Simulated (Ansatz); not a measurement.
# Computed properties of RbErO2

RbErO2:
```
RbErO2
1.0
    1.72825     0.99781     6.49037
   -1.72825     0.99781     6.49037
    0.00000    -1.99561     6.49037
O Er Rb
2 1 1
Cartesian
  0.00000   0.00000   4.37950
  0.00000   0.00000  15.09162
  0.00000   0.00000   9.73556
  0.00000   0.00000   0.00000
```
The run is spin-polarised; directions of the spins, atom by atom: 0 0 ↑ 0.

Space group R-3m (No. 166); conventional cell a = 3.4565 Å, b = 3.4565 Å, c = 19.4711 Å, α = 90.00°, β = 90.00°, γ = 120.00°.

Method: r²SCAN (plane waves, PAW; program Ansatz). Structure relaxed to zero pressure with the same functional. Other levels are named where they apply.

### Cell and energy

* **Volume per atom**: 16.79 Å³
* **Density**: 7.04 g/cm³

### Electronic structure

- Band gap: 2.81 eV (indirect)
- Valence-band maximum: at Γ
- Conduction-band minimum: at L (3 equivalent valleys)
- Smallest direct gap on the standard path: 2.86 eV
- Hole effective mass, band 1 of 2 at the edge: 2.1 along x, 8.1 along z (mₑ)
- Hole effective mass, band 2 of 2 at the edge: 0.65 along x, 8.1 along z (mₑ)

### Magnetism

* **Magnetic order**: ferromagnetic
* **Net moment**: 0.75 μB per atom

The workflow started from an entry of the Crystallography Open Database (COD). Its standing as an ambient phase is unchecked. The cell was relaxed with r²SCAN under the symmetry of its start; whether a distortion lowers the energy is not shown. The final state is ferromagnetic, the only order run, not a proven ground state. The cell computed holds one magnetic atom, so no antiferromagnetic order was within reach. The 4f shell is in the valence, and the state reached may lie above the lowest one. Other orbital occupations within this spin state were not tried. No Hubbard U is applied. Scalar-relativistic: spin–orbit coupling is off unless named, which matters more the heavier the elements.

Potentials: the later of the program's two PAW sets.
